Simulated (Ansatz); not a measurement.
A geometry of NbRu away from equilibrium: the start of the relaxation of a relaxed NbRu cell displaced along its unstable phonon at q = (0, 0, ½) of its primitive reciprocal cell (83i cm⁻¹), largest move 0.15 Å. Calculation: PBEsol (plane waves to 420 eV, PAW, scalar-relativistic; Ansatz, an electronic-structure program). Γ-centred k-mesh 11×11×5 on the run's cell (coarser than for final values), Fermi–Dirac smearing 0.05 eV.

```xyz
4
Lattice="3.0205 0.0000 0.0000 0.0000 3.0205 0.0000 0.0000 0.0000 6.7839" Properties=species:S:1:pos:R:3:forces:R:3 pbc="T T T" free_energy=-20624.601 pressure_GPa=1.9
Ru     1.5103     1.5103     1.8460    0.0000    0.0000   -0.3952
Ru     1.5103     1.5103     4.9380    0.0000    0.0000    0.3952
Nb     0.0000     0.0000     0.0000    0.0000    0.0000    0.0000
Nb     0.0000     0.0000     3.3920    0.0000    0.0000    0.0000
```

Positions in Å, forces in eV/Å, free energy of the cell in eV (comparable only within this code, potentials and settings). Largest force: 0.40 eV/Å, on Ru1, Ru2 (atoms numbered as listed); the geometry lies 0.01 eV/atom above the end of its relaxation.

No spin polarisation in the result.

The run could not lose the symmetry of its start.

The first start was generated by placing the elements on the sites of a structure type. A measured structure of NbRu has the same space group, P4/mmm (No. 123); the sites were not compared with it.
